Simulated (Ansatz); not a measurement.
This cell of Rb (bcc, W type) is off equilibrium:

```
CELL_PARAMETERS angstrom
     -5.67101     5.67101     5.67101
      2.83551    -2.83551     2.83551
      2.83551     2.83551    -2.83551
ATOMIC_POSITIONS crystal
  Rb 0.00000 0.99412 0.99412
  Rb 0.50000 0.00588 0.00588
```

Method: PBE (plane waves to 420 eV, PAW, scalar-relativistic; Ansatz, a program for electronic structure). k mesh 6×12×12 (Γ-centred), Fermi-Dirac smearing 0.05 eV. Compression counts positive. With partly filled bands, energies and forces of such displacements shift with the k mesh and the smearing. Rb was relaxed with its symmetry unable to fall.

**Question.** What forces act on the atoms (eV/Å, Cartesian)?

**Answer.** 
```json
[
 {"atom": "Rb1", "Fx": "0.009", "Fy": "0.000", "Fz": "0.000"},
 {"atom": "Rb2", "Fx": "-0.009", "Fy": "0.000", "Fz": "0.000"}
]
```

(A displaced cell: forces are minus the slopes of the energy, force constants its curvatures, and phonons follow from these.)
